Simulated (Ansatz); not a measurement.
Relaxed Re (hcp, Mg type):

```
Re
1.0
    2.77518     0.00000     0.00000
   -1.38759     2.40338     0.00000
    0.00000     0.00000     4.48302
Re
2
Direct
  0.33333   0.66667   0.75000
  0.66667   0.33333   0.25000
```

In this cell atom 2 (Re, nearest neighbour Re at 2.755 Å; its periodic images, 2.8 Å or more away, move with it) is moved by s along Cartesian x, unit vector (1.000, 0.000, 0.000); all other atoms and the cell stay fixed.

Level of theory: PBE (plane waves to 420 eV, PAW, scalar-relativistic; Ansatz, a first-principles code). k mesh 15×15×9 (Γ-centred), Fermi-Dirac smearing 0.05 eV. Energies are smeared free energies. With partly filled bands, energies and forces of such displacements shift with the k mesh and the smearing. Re is run without spin polarisation. Re was relaxed with its symmetry unable to fall. Spin-orbit coupling is left out, though Re is heavy. The PAW data are Ansatz's earlier set. The zero of ΔE is the undisplaced structure. The last digit holds for this mesh only.

| s (Å) | ΔE (meV/cell) |
|---|---|
| -0.550 | 572.4 |
| -0.440 | 387.7 |
| -0.330 | 229.5 |
| -0.220 | 107.8 |
| -0.110 | 28.5 |
| 0.000 | 0.0 |
| 0.110 | 28.5 |
| 0.220 | 107.8 |
| 0.330 | 229.5 |
| 0.440 | 387.7 |
| 0.550 | 572.4 |

Q: What force constant k = d²E/ds² at s = 0 does the table give?

A: 4.8 eV/Å². It is the second difference of the nearest points, corrected with the next pair.

Q: With k = 4.73 eV/Å² from the forces, is the well harmonic out to s = 0.550 Å?

A: ½ks² = 716 meV/cell against the computed 572 meV/cell, so the well is softer than harmonic there.

(A displaced cell: forces are minus the slopes of the energy, force constants its curvatures, and phonons follow from these.)
